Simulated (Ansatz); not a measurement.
Recipe of this trial structure of Rb₂PtAuC₆N₆: cyanide-bridged rock-salt net of two metals, 2 guest cations a cell (Fm-3m, No. 225). The dimensions are guesses.

```xyz
16
Lattice="0.0000 5.0945 5.0945 5.0945 0.0000 5.0945 5.0945 5.0945 0.0000" Properties=species:S:1:pos:R:3 pbc="T T T"
Rb    2.5473    2.5473    2.5473
Rb    7.6418    7.6418    7.6418
Pt    0.0000    0.0000    0.0000
C     1.9170    5.0945    5.0945
C     5.0945    1.9170    5.0945
C     5.0945    5.0945    1.9170
C     8.2720    5.0945    5.0945
C     5.0945    8.2720    5.0945
C     5.0945    5.0945    8.2720
Au    5.0945    5.0945    5.0945
N     3.0870    5.0945    5.0945
N     5.0945    3.0870    5.0945
N     5.0945    5.0945    3.0870
N     7.1020    5.0945    5.0945
N     5.0945    7.1020    5.0945
N     5.0945    5.0945    7.1020
```

Theory: DFT PBE, scalar-relativistic, plane waves, PAW (Ansatz 0.2.0). Cutoff 420 eV, Gaussian smearing, Γ-centred meshes. Cell and atoms relax first on a coarse mesh and then on a finer one. In between, the cell is made exact in the group found at 0.06 Å. In metals the finer mesh still leaves noise of several meV/atom or more. The steps can't lower the symmetry of their start. Collinear spin is switched on along the way, since trial moments persisted in a coarse test.

A guess keeps its type if space group and coordination stay and the shape of the cell changes little (axis ratios within about 15 %, angles within 6°); the volume may change.

**Question.** Will the relaxed cell still be of the starting type?

**Answer.** It keeps its type. The symmetry stays Fm-3m (No. 225). The volume per atom grows by 44.8 %, from 16.5 to 23.9 Å³. The shortest distance stays 1.17 Å (C–N). Counting neighbours within 15 % of an atom's shortest distance, the start has Au 6, C 1, N 1, Pt 6, Rb 24 and the end Au 6, C 1, N 1, Pt 6, Rb 24.

The last run used collinear spin, a 6×6×6 mesh for its 16-atom cell and Gaussian smearing of 0.10 eV. These runs have no spin–orbit coupling, which can matter for Au and Pt. Another magnetic order may lie lower. Symmetry constrained the relaxation, so the result can be a saddle point.
